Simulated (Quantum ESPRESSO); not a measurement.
Band energies of SrGaSnH at -2 % biaxial strain

```
SrGaSnH
1.0
    4.33992     0.00000     0.00000
   -2.16996     3.75848     0.00000
    0.00000     0.00000     5.07583
H Ga Sr Sn
1 1 1 1
Cartesian
  2.16996   1.25283   4.78001
  2.16996   1.25283   3.04708
  0.00000   0.00000   5.06383
  0.00000   2.50565   2.28226
```

norm-conserving PBEsol (Quantum ESPRESSO, 80 Ry, no spin-orbit coupling); path ΓMKΓALHA,LM,KH; energies in eV from the valence-band maximum.

```
k (1/Å)  point  band 15  band 16  band 17  band 18  band 19  band 20  band 21  band 22
-------  -----  -------  -------  -------  -------  -------  -------  -------  -------
0.00         Γ   -10.31    -5.03    -2.15    -0.68    -0.68     0.89     3.05     3.05
0.36              -9.80    -5.35    -2.68    -1.74    -1.12     1.08     2.62     2.81
0.72              -8.49    -6.81    -3.57    -1.65    -1.36     0.50     1.41     2.37
0.84         M    -8.20    -7.13    -3.62    -1.69    -1.30     0.47     1.30     2.38
1.08              -8.02    -7.11    -3.66    -2.78    -1.22     0.64     1.82     2.82
1.32         K    -7.58    -7.33    -3.97    -3.18    -1.13     0.27     2.31     3.35
1.53              -8.30    -6.70    -3.58    -3.07    -1.26     0.64     1.96     3.36
1.85              -9.59    -5.52    -2.81    -1.82    -1.65     1.73     2.03     2.54
2.18             -10.27    -5.05    -2.16    -1.00    -0.74     1.25     2.57     2.99
2.28         Γ   -10.31    -5.03    -2.15    -0.68    -0.68     0.89     3.05     3.05
2.59             -10.05    -5.93    -1.29    -0.42    -0.42     1.14     2.03     2.03
2.90         A    -9.70    -6.70    -0.39     0.00     0.00     0.85     1.35     1.35
3.22              -9.42    -6.40    -2.61    -1.18    -1.00     1.35     2.27     2.36
3.63              -8.35    -6.49    -4.59    -2.08    -2.00     1.31     2.61     3.83
3.74         L    -8.22    -6.62    -4.62    -2.11    -2.05     1.31     2.56     3.79
3.98              -8.01    -6.79    -4.54    -2.76    -1.92     2.09     2.49     3.85
4.22         H    -7.40    -7.38    -4.46    -3.24    -1.75     1.56     3.75     3.76
4.32              -7.72    -7.05    -4.47    -3.17    -1.78     1.67     3.48     3.89
4.70              -9.03    -6.19    -3.74    -2.09    -1.48     1.97     2.58     3.08
4.99              -9.59    -6.57    -1.51    -0.84    -0.48     1.33     1.84     2.28
5.19         A    -9.70    -6.70    -0.39     0.00     0.00     0.85     1.35     1.35
5.19         L    -8.22    -6.62    -4.62    -2.11    -2.05     1.31     2.56     3.79
5.54              -8.21    -6.96    -4.03    -1.84    -1.56     0.55     1.67     3.20
5.81         M    -8.20    -7.13    -3.62    -1.69    -1.30     0.47     1.30     2.38
5.81         K    -7.58    -7.33    -3.97    -3.18    -1.13     0.27     2.31     3.35
6.01              -7.54    -7.34    -3.82    -3.59    -1.32     1.01     2.76     3.18
6.42         H    -7.40    -7.38    -4.46    -3.24    -1.75     1.56     3.75     3.76
```

The PBEsol gap is indirect, 0.27 eV, from A to K; the smallest direct gap is 0.85 eV.

Spin-orbit splittings are left out.

Geometry strained from the cell relaxed with PBEsol, atoms relaxed again.
